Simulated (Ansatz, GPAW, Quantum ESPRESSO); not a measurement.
**Ba2Tl5V3O12: 3 runs at one level of theory**

```
Ba V Tl O
1.0
     4.23698    2.44622    6.12840
    -4.23698    2.44622    6.12840
     0.00000   -4.89244    6.12840
Ba V Tl O
2 3 5 12
Direct
  0.50000 0.50000 0.50000
  0.00000 0.00000 0.00000
  0.50000 0.50000 0.00000
  0.00000 0.50000 0.50000
  0.50000 0.00000 0.50000
  0.00000 0.00000 0.50000
  0.50000 0.00000 0.00000
  0.00000 0.50000 0.00000
  0.74045 0.74045 0.74045
  0.25955 0.25955 0.25955
  0.71652 0.08089 0.41242
  0.41242 0.71652 0.08089
  0.08089 0.41242 0.71652
  0.58758 0.91911 0.28348
  0.91911 0.28348 0.58758
  0.28348 0.58758 0.91911
  0.28348 0.91911 0.58758
  0.58758 0.28348 0.91911
  0.91911 0.58758 0.28348
  0.41242 0.08089 0.71652
  0.08089 0.71652 0.41242
  0.71652 0.41242 0.08089
```

The cell comes from a database or a generator and needn't be the stable form of this composition.

Alike in all runs: task band structure; functional LDA; k mesh 3 × 3 × 3; occupations fermi-dirac, width 0.05 eV; collinear spin, ferromagnetic start; no spin-orbit coupling. LDA stands for any of its common fits. Pressure is positive in compression and, in plane waves, holds the error of the finite cutoff.

```csv
program and potentials,plane-wave cutoff (eV),notes,pressure (GPa),net moment per atom (μB),largest force (eV/Å)
"Ansatz, all-electron LAPW, scalar-relativistic",-,-,-7.57,0.03,0.489
"GPAW, the program's PAW data sets (release 1.2.1) made for this functional",800,-,-7.96,0.03,0.491
"Quantum ESPRESSO, SG15 PBE 1.2",1197,potentials made for PBE,-6.94,0.03,0.324
```

Force on atom 19 (O), eV/Å:

| program and potentials | x | y | z |
| --- | --- | --- | --- |
| Ansatz, all-electron LAPW, scalar-relativistic | 0.304 | -0.235 | 0.303 |
| GPAW, the program's PAW data sets (release 1.2.1) made for this functional | 0.337 | -0.220 | 0.281 |
| Quantum ESPRESSO, SG15 PBE 1.2 | 0.215 | -0.135 | 0.202 |

The pressure spans -7.96 (GPAW, the program's PAW data sets (release 1.2.1) made for this functional) to -6.94 GPa (Quantum ESPRESSO, SG15 PBE 1.2), with all-electron results at -7.57. All agree on the net moment per atom. The state is the one that the start led to, which needn't be the lowest. The k mesh is coarse, so the values compare programs but aren't converged.

The functional is the same throughout but for its coding, so the spread measures potentials, basis and numerics; runs on potential files found faulty are left out.
